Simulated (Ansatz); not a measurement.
Calculation for RbCd (CsCl type): DFT, PBE, PAW with Ansatz's default frozen-core files, scalar-relativistic (Ansatz 0.2.0). This run: cell and atoms relaxed.

The start is a guessed cell of a prototype that needn't be stable.

Command: `ansatz run input.yaml --threads 1 --pin off --max-ram 2048MiB --backend cpu --events-out ev --progress --plain --runs-dir out` It took 16 s on 1 thread of Arm Neoverse V1, on a shared host, peak memory 0.37 GiB.

```yaml
crystal:
  lattice:
    - [4.7375526364, 0.0, 0.0]
    - [0.0, 4.7375526364, 0.0]
    - [0.0, 0.0, 4.7375526364]
  atoms:
    - { symbol: Rb, position: [0.0, 0.0, 0.0] }
    - { symbol: Cd, position: [0.5, 0.5, 0.5] }
kpoints:
  mp_grid: { grid: [9, 9, 9] }
scf:
  occupations: { method: fermi_dirac, width: 0.05 }
hamiltonian:
  xc: pbe
  pseudopotentials: { kind: paw }
output:
  forces: true
  stress: true
  write_density: true
  write_potential: true
  elf: true
  volumetric_format: npy
relax:
  f_tol: 0.005
  max_steps: 50
  cell: {}
```

Output:

```
Engine: ansatz 0.2.0
Pseudopotentials: kind: paw
Pseudopotential: Rb, paw, valence charge 9, recommended cutoff 420 eV (normal), Rb.paw.azcp
Pseudopotential: Cd, paw, valence charge 20, recommended cutoff 420 eV (normal), Cd.paw.azcp
Functional definition: PBE
  parameter kappa = 0.804
  parameter beta = 0.06672455060314922
  exchange = pbe_x(kappa = kappa, mu = beta*pi^2/3)
  correlation = pbe_c(beta = beta)
Crystal: 2 atoms, lattice volume = 106.332 Å³
Basis set: ecut = 420 eV, 2103 PW (Γ), exchange–correlation on 64×64×64 points (8 copies of the dense FFT grid, shifted against one another)
Bands: 19, of which v1, the nominal top of the filled ones, is band 15 counted from 1 (14 counted from 0)
Symmetry: 48 space group operations
Space group: Pm-3m (ITA 221), of the structure as read, at distance tolerance 4.7e-5 Å
k-points: 35 of 729
Non-local potential: Rb, projectors of the file, l = 0: 3, l = 1: 2, l = 2: 2
Non-local potential: Cd, projectors of the file, l = 0: 3, l = 1: 2, l = 2: 2, l = 3: 1
PAW form: soft (Blöchl's): semilocal exchange-correlation on the pseudo side does not see the compensation charge
PAW one-centre angular grid: Rb, 110 points (default); XC on 64 Gauss nodes
PAW one-centre angular grid: Cd, 590 points (default); XC on 64 Gauss nodes
Initial density: superposition of atomic densities (neutral atoms: chi_scale 0, normalization atom), corrected by the library's trained network
Initial wavefunctions: pseudopotential atomic-orbital guess
Functional: x = pbe(κ = 0.804, μ = 0.2195149727645171), c = pbe(β = 0.06672455060314922)
SCF iter   1: F=—  HF=-11521.715002 eV  |F-HF|=—  |Δ(HF+E_count)|=         —  Δρ=8.27e-4  dr2=1.20e-3  ethr=1.77e-3  ⟨swp⟩=5.9  Hψ=3344  notcnv=0
preconditioner: auto → Kerker (q_TF=auto, 2.197 Å⁻¹)  [metal: Δε(μ)=0.050 eV  Ē_g=11.409 eV  σ=0.050 eV  W_gap=0.24  n_scr=18 (ndim 8)  ℏωp=15.7 eV  f_vac=0.006  D(μ)=1.74/eV (n_scr^D=6)]
SCF iter   2: F=—  HF=-11521.715662 eV  |F-HF|=—  |Δ(HF+E_count)|=   6.60e-4  Δρ=5.08e-4  dr2=6.44e-4  ethr=4.15e-6  ⟨swp⟩=2.9  Hψ=1543  notcnv=0
SCF iter   3: F=—  HF=-11521.715791 eV  |F-HF|=—  |Δ(HF+E_count)|=   1.29e-4  Δρ=2.43e-4  dr2=1.57e-4  ethr=2.22e-6  ⟨swp⟩=2.0  Hψ=711  notcnv=0
SCF iter   4: F=—  HF=-11521.715799 eV  |F-HF|=—  |Δ(HF+E_count)|=   7.80e-6  Δρ=7.95e-5  dr2=9.20e-6  ethr=5.40e-7  ⟨swp⟩=2.1  Hψ=911  notcnv=0
SCF iter   5: F=—  HF=-11521.715796 eV  |F-HF|=—  |Δ(HF+E_count)|=   2.78e-6  Δρ=2.59e-5  dr2=6.33e-7  ethr=3.17e-8  ⟨swp⟩=2.1  Hψ=1126  notcnv=0
SCF iter   6: F=-11521.715796 eV  HF=-11521.715796 eV  |F-HF|=1.04e-8  |Δ(HF+E_count)|=   2.57e-7  Δρ=7.26e-6  dr2=8.55e-8  ethr=3.45e-10  ⟨swp⟩=9.3  Hψ=4186  notcnv=0
SCF 1 converged in 6 iterations: F = -11521.715796 eV  dr2 = 8.55e-8
  greatest PAW one-centre occupation: 1.000 electrons in one spin orbital (limit 2), on the Cd atom at site 1 (counted from 0), in its partial waves of l = 0
relax step   1: F+E_penalty+E_count = -11521.71579647 eV  Δ(F+E_penalty+E_count) = +0.000e0 eV  max|allowed force component| = 6.767e-28 eV/Å  Δτ_max = 0.0000 Å  P = -0.622 GPa  Ω = 106.332 Å³  (6 SCF iters, dr2 threshold 1.00e-7 eV, accepted)
Crystal: 2 atoms, lattice volume = 104.405 Å³
Basis set: ecut = 420 eV, 2007 PW (Γ), exchange–correlation on 64×64×64 points (8 copies of the dense FFT grid, shifted against one another)
Initial density: handed on by an earlier stage of this run
Initial wavefunctions: those handed on with the density
iter 1 solved again at ethr=1.56e-6 eV; its pass at ethr=3.10e-3 eV (dr2=4.52e-4 eV) is discarded
SCF iter   1: F=—  HF=-11521.723165 eV  |F-HF|=—  |Δ(HF+E_count)|=         —  Δρ=4.10e-4  dr2=4.63e-4  ethr=1.56e-6  ⟨swp⟩=1.5  Hψ=3939  notcnv=0
preconditioner: auto → Kerker (q_TF=auto, 2.204 Å⁻¹)  [metal: Δε(μ)=0.054 eV  Ē_g=11.403 eV  σ=0.050 eV  W_gap=0.26  n_scr=18 (ndim 8)  ℏωp=15.8 eV  f_vac=0.000  D(μ)=1.73/eV (n_scr^D=6)]
SCF iter   2: F=—  HF=-11521.723062 eV  |F-HF|=—  |Δ(HF+E_count)|=   1.03e-4  Δρ=2.17e-4  dr2=1.73e-4  ethr=1.56e-6  ⟨swp⟩=2.2  Hψ=883  notcnv=0
SCF iter   3: F=—  HF=-11521.722998 eV  |F-HF|=—  |Δ(HF+E_count)|=   6.38e-5  Δρ=9.35e-5  dr2=3.91e-5  ethr=5.95e-7  ⟨swp⟩=2.0  Hψ=713  notcnv=0
SCF iter   4: F=—  HF=-11521.722982 eV  |F-HF|=—  |Δ(HF+E_count)|=   1.63e-5  Δρ=3.97e-5  dr2=3.35e-6  ethr=1.35e-7  ⟨swp⟩=2.0  Hψ=887  notcnv=0
SCF iter   5: F=—  HF=-11521.722981 eV  |F-HF|=—  |Δ(HF+E_count)|=   5.27e-7  Δρ=1.60e-5  dr2=3.21e-7  ethr=1.16e-8  ⟨swp⟩=2.0  Hψ=895  notcnv=0
SCF iter   6: F=-11521.722981 eV  HF=-11521.722981 eV  |F-HF|=8.79e-9  |Δ(HF+E_count)|=   7.68e-8  Δρ=4.43e-6  dr2=2.49e-8  ethr=6.90e-10  ⟨swp⟩=9.2  Hψ=4308  notcnv=0
SCF 2 converged in 6 iterations: F = -11521.722981 eV  dr2 = 2.49e-8
relax step   2: F+E_penalty+E_count = -11521.72298112 eV  Δ(F+E_penalty+E_count) = -7.185e-3 eV  max|allowed force component| = 2.985e-29 eV/Å  Δτ_max = 0.0000 Å  P = -0.546 GPa  Ω = 104.405 Å³  energy of the carried Pulay correction = +1.582e-4 eV  (6 SCF iters, dr2 threshold 2.00e-7 eV, accepted)
Crystal: 2 atoms, lattice volume = 92.452 Å³
Basis set: ecut = 420 eV, 1839 PW (Γ), exchange–correlation on 64×64×64 points (8 copies of the dense FFT grid, shifted against one another)
iter 1 solved again at ethr=5.56e-5 eV; its pass at ethr=3.10e-3 eV (dr2=1.61e-2 eV) is discarded
SCF iter   1: F=—  HF=-11521.747696 eV  |F-HF|=—  |Δ(HF+E_count)|=         —  Δρ=2.85e-3  dr2=1.80e-2  ethr=5.56e-5  ⟨swp⟩=1.1  Hψ=4061  notcnv=0
preconditioner: auto → Kerker (q_TF=auto, 2.249 Å⁻¹)  [metal: Δε(μ)=0.090 eV  Ē_g=11.476 eV  σ=0.050 eV  W_gap=0.41  n_scr=18 (ndim 8)  ℏωp=16.8 eV  f_vac=0.000  D(μ)=1.79/eV (n_scr^D=6)]
SCF iter   2: F=—  HF=-11521.743218 eV  |F-HF|=—  |Δ(HF+E_count)|=   4.48e-3  Δρ=1.47e-3  dr2=6.37e-3  ethr=5.56e-5  ⟨swp⟩=2.0  Hψ=804  notcnv=0
SCF iter   3: F=—  HF=-11521.740891 eV  |F-HF|=—  |Δ(HF+E_count)|=   2.33e-3  Δρ=5.89e-4  dr2=1.29e-3  ethr=2.20e-5  ⟨swp⟩=2.0  Hψ=715  notcnv=0
SCF iter   4: F=—  HF=-11521.740365 eV  |F-HF|=—  |Δ(HF+E_count)|=   5.26e-4  Δρ=2.59e-4  dr2=1.13e-4  ethr=4.46e-6  ⟨swp⟩=2.0  Hψ=922  notcnv=0
SCF iter   5: F=—  HF=-11521.740370 eV  |F-HF|=—  |Δ(HF+E_count)|=   4.58e-6  Δρ=1.08e-4  dr2=1.14e-5  ethr=3.91e-7  ⟨swp⟩=2.1  Hψ=1021  notcnv=0
[... lines left out ...]
iter 1 solved again at ethr=1.74e-8 eV; its pass at ethr=3.10e-3 eV (dr2=5.05e-6 eV) is discarded
SCF iter   1: F=—  HF=-11521.740502 eV  |F-HF|=—  |Δ(HF+E_count)|=         —  Δρ=1.45e-4  dr2=3.22e-6  ethr=1.74e-8  ⟨swp⟩=4.4  Hψ=5753  notcnv=0
preconditioner: auto → Kerker (q_TF=auto, 2.237 Å⁻¹)  [metal: Δε(μ)=0.083 eV  Ē_g=11.536 eV  σ=0.050 eV  W_gap=0.38  n_scr=18 (ndim 8)  ℏωp=16.6 eV  f_vac=0.000  D(μ)=1.77/eV (n_scr^D=6)]
SCF iter   2: F=—  HF=-11521.740515 eV  |F-HF|=—  |Δ(HF+E_count)|=   1.38e-5  Δρ=7.01e-5  dr2=1.02e-6  ethr=1.11e-8  ⟨swp⟩=2.0  Hψ=1086  notcnv=0
SCF iter   3: F=—  HF=-11521.740517 eV  |F-HF|=—  |Δ(HF+E_count)|=   1.01e-6  Δρ=1.74e-5  dr2=6.95e-8  ethr=3.51e-9  ⟨swp⟩=2.9  Hψ=889  notcnv=0
SCF iter   4: F=—  HF=-11521.740517 eV  |F-HF|=—  |Δ(HF+E_count)|=   5.49e-8  Δρ=1.90e-6  dr2=3.02e-9  ethr=2.40e-10  ⟨swp⟩=2.0  Hψ=890  notcnv=0
SCF iter   5: F=—  HF=-11521.740517 eV  |F-HF|=—  |Δ(HF+E_count)|=   2.70e-9  Δρ=4.61e-7  dr2=3.41e-10  ethr=1.04e-11  ⟨swp⟩=3.0  Hψ=1194  notcnv=0
SCF iter   6: F=-11521.740517 eV  HF=-11521.740517 eV  |F-HF|=5.46e-12  |Δ(HF+E_count)|=  2.82e-10  Δρ=8.93e-8  dr2=1.58e-11  ethr=1.00e-12  ⟨swp⟩=4.8  Hψ=3318  notcnv=0
SCF 5 converged in 6 iterations: F = -11521.740517 eV  dr2 = 1.58e-11
relax step   5: F+E_penalty+E_count = -11521.74051656 eV  Δ(F+E_penalty+E_count) = +9.777e-4 eV  max|allowed force component| = 7.404e-30 eV/Å  Δτ_max = 0.0000 Å  P = -0.036 GPa  Ω = 95.341 Å³  stress off target by 3.58e-2 GPa  SCF on the basis re-selected at this cell (its energy is not comparable with the rows above)  (6 SCF iters)
basis re-selected at this cell: Δ(F+E_penalty+E_count) = +9.777e-4 eV, ΔP = -0.002 GPa vs the last step (what re-selecting the basis moved, of the pressure what is left beyond the Pulay correction that the steps carried, after the strain that the cell walked since its last selection, with what the two solves' SCF thresholds leave and, on support functions, any second-order correction that the steps lacked; it is no measure of the basis error at this ecutwfc). This SCF's stress stands 3.58e-2 GPa from its target on what of the cell is left free (relax.cell.stress_tol is 5.00e-2 GPa) and its largest allowed force component is 7.40e-30 eV/Å (relax.f_tol is 5.00e-3 eV/Å): within both
SCF converged after 6 iterations
Free energy (F): -11521.740517 eV
Harris-Foulkes:  -11521.740517 eV  (|F-HF|=5.46e-12)
Internal energy: -11521.725965 eV  (E = F + TS)
E sigma→0 (E₀):  -11521.733241 eV
Entropy (-TS):   -0.014552 eV (-7.276 meV/atom)
Fermi energy:    5.233315 eV
--- Per-component energies (eV) ---
  E_band       = -665.095069
  E_kinetic    = 696.781603
  E_local      = -4988.563527  (includes V_loc(G=0)·N_el)
  E_nonlocal   = 205.101093
  E_hartree    = 2177.466941
  E_xc         = -306.066336
  E_vxc        = -356.723050  (∫ρ·V_xc dr)
  E_paw        = -6700.599055  (= ΣΔE_a)
  E_vpaw       = -576.624954  (= ΣTr[D̂ρ^β])
  E_aug_tail   = 0.000012  (compensation charges beyond the density's cutoff)
  E_ewald      = -2605.846697
  E_smearing   = -0.014552  (= −TS)
  E_closure    = -0.000000  (closes the sum)
  Σ components = -11521.740517   (vs F -11521.740517, Δ=0.00e0)
--- Forces (eV/Å), atoms counted from 1 ---
  atom   1  Rb     0.00000000    -0.00000000     0.00000000
  atom   2  Cd    -0.00000000     0.00000000    -0.00000000
  max |Σ_I F_I| component: 1.46e-29 eV/Å
--- Stress (GPa, compression-positive) ---
       -0.035788      -0.000000       0.000000
       -0.000000      -0.035788       0.000000
        0.000000       0.000000      -0.035788
  P = ⅓ Tr σ = -0.0358 GPa (-0.358 kbar)
--- Band table (eV; the first three rows and the last of 35) ---
  k-point 0: bands = ["-97.7807", "-58.8326", "-58.8326", "-58.8326", "-23.0267", "-7.0818", "-7.0818", "-7.0818", "-3.6671", "-3.6671", "-3.6229", "-3.6229", "-3.6229", "0.6249", "7.7894", "7.7894", "8.3195", "8.3195", "8.3195"]
  k-point 1: bands = ["-97.7807", "-58.8326", "-58.8326", "-58.8326", "-23.0261", "-7.1010", "-7.0806", "-7.0806", "-3.6665", "-3.6606", "-3.6236", "-3.6236", "-3.6226", "0.7215", "6.9899", "7.8473", "8.2738", "8.2738", "8.6004"]
  k-point 2: bands = ["-97.7807", "-58.8326", "-58.8326", "-58.8326", "-23.0245", "-7.1489", "-7.0774", "-7.0774", "-3.6652", "-3.6440", "-3.6256", "-3.6256", "-3.6219", "0.9979", "5.8276", "8.0115", "8.1565", "8.1565", "9.1306"]
  k-point 34: bands = ["-97.7807", "-58.8326", "-58.8326", "-58.8326", "-23.0112", "-7.1918", "-7.1918", "-7.1918", "-3.6411", "-3.6385", "-3.6385", "-3.5842", "-3.5842", "3.1398", "5.4161", "5.4161", "5.5951", "9.1592", "9.3850"]
--- Relaxed structure (4 steps of the walk, 4 accepted, 1 SCFs on fresh bases) ---
  F+E_penalty+E_count = -11521.74051656 eV   max|allowed force component| = 7.404e-30 eV/Å   (the final SCF, on the basis selected at the relaxed cell)
  cell:  # Å, volume = 95.3415 Å³
    - [4.568362977789363, -6.114827573429473e-33, 1.9901276092001435e-33]
    - [-1.3642003772742923e-33, 4.568362977789363, 2.2469182684517753e-34]
    - [1.0271626370065257e-33, -3.209883240645393e-35, 4.568362977789363]
  atoms:
    - { symbol: Rb, position: [3.8958572279984375e-35, 1.0163105773194965e-35, 1.6938509453627632e-36] }
    - { symbol: Cd, position: [0.5, 0.5, 0.5] }
```

Next run, as changes to the input before:

```diff
   lattice:
-    - [4.7375526364, 0.0, 0.0]
-    - [0.0, 4.7375526364, 0.0]
-    - [0.0, 0.0, 4.7375526364]
+    - [4.5683629778, 0.0, 0.0]
+    - [0.0, 4.5683629778, 0.0]
+    - [0.0, 0.0, 4.5683629778]
   atoms:
   stress: true
+  eigenvalues: true
+  efg: { contact_densities: true }
+  populations: true
+  bader: true
+  dos: { projected: true, de: 0.2, e_range: [-14, 8] }
   write_density: true
   volumetric_format: npy
-relax:
-  f_tol: 0.005
-  max_steps: 50
-  cell: {}
```

Results part of the output:

```
SCF 1 converged in 6 iterations: F = -11521.740517 eV  dr2 = 5.64e-8
  greatest PAW one-centre occupation: 1.000 electrons in one spin orbital (limit 2), on the Cd atom at site 1 (counted from 0), in its partial waves of l = 0
SCF converged after 6 iterations
Free energy (F): -11521.740517 eV
Harris-Foulkes:  -11521.740517 eV  (|F-HF|=1.47e-8)
Internal energy: -11521.725965 eV  (E = F + TS)
E sigma→0 (E₀):  -11521.733241 eV
Entropy (-TS):   -0.014551 eV (-7.276 meV/atom)
Fermi energy:    5.233422 eV
--- Per-component energies (eV) ---
  E_band       = -665.086918
  E_kinetic    = 696.780863
  E_local      = -4988.553186  (includes V_loc(G=0)·N_el)
  E_nonlocal   = 205.099440
  E_hartree    = 2177.457642
  E_xc         = -306.066368
  E_vxc        = -356.723101  (∫ρ·V_xc dr)
  E_paw        = -6700.597672  (= ΣΔE_a)
  E_vpaw       = -576.623429  (= ΣTr[D̂ρ^β])
  E_aug_tail   = 0.000012  (compensation charges beyond the density's cutoff)
  E_ewald      = -2605.846697
  E_smearing   = -0.014551  (= −TS)
  E_closure    = 0.000000  (closes the sum)
  Σ components = -11521.740517   (vs F -11521.740517, Δ=0.00e0)
--- Forces (eV/Å), atoms counted from 1 ---
  atom   1  Rb    -0.00000000     0.00000000    -0.00000000
  atom   2  Cd     0.00000000     0.00000000     0.00000000
  max |Σ_I F_I| component: 1.29e-28 eV/Å
--- Stress (GPa, compression-positive) ---
       -0.035681      -0.000000       0.000000
       -0.000000      -0.035681      -0.000000
       -0.000000       0.000000      -0.035681
  P = ⅓ Tr σ = -0.0357 GPa (-0.357 kbar)
--- PAW observables at the nuclei: V_zz in 10²¹ V/m², potentials from the cell's mean, atoms counted from 1 ---
  atom   1  Rb V_zz =    +0.000000   η = 0.0000   by run symmetry: forbidden
            electrostatic potential = -5302.765489 V   contact ρ = 361980.074048 e/Å³
  atom   2  Cd V_zz =    +0.000000   η = 0.0000   by run symmetry: forbidden
            electrostatic potential = -7700.630502 V   contact ρ = 1036010.220095 e/Å³
--- Band table (eV; the first three rows and the last of 35) ---
  k-point 0: bands = ["-97.7802", "-58.8321", "-58.8321", "-58.8321", "-23.0268", "-7.0819", "-7.0819", "-7.0819", "-3.6667", "-3.6667", "-3.6224", "-3.6224", "-3.6224", "0.6250", "7.7894", "7.7894", "8.3197", "8.3197", "8.3197"]
  k-point 1: bands = ["-97.7802", "-58.8321", "-58.8321", "-58.8321", "-23.0262", "-7.1011", "-7.0807", "-7.0807", "-3.6661", "-3.6601", "-3.6232", "-3.6232", "-3.6222", "0.7217", "6.9900", "7.8474", "8.2739", "8.2739", "8.6005"]
  k-point 2: bands = ["-97.7802", "-58.8321", "-58.8321", "-58.8321", "-23.0246", "-7.1490", "-7.0775", "-7.0775", "-3.6647", "-3.6436", "-3.6251", "-3.6251", "-3.6215", "0.9980", "5.8277", "8.0115", "8.1566", "8.1566", "9.1307"]
  k-point 34: bands = ["-97.7802", "-58.8321", "-58.8321", "-58.8321", "-23.0113", "-7.1919", "-7.1919", "-7.1919", "-3.6406", "-3.6380", "-3.6380", "-3.5837", "-3.5837", "3.1400", "5.4162", "5.4162", "5.5952", "9.1593", "9.3851"]
--- Löwdin populations: 2 sites ---
  site symbol       q [e]
     0     Rb      9.0207
     1     Cd     19.7400
  spilling = 0.008254 (of n_electrons = 29.000000)
--- Bader charges: 2 sites ---
  site symbol  charge [e]  shift [e]
     0     Rb      0.6070     0.0000
     1     Cd     -0.6070     0.0000
  estimated error of the sums over rays = 7.4e-5 e
```
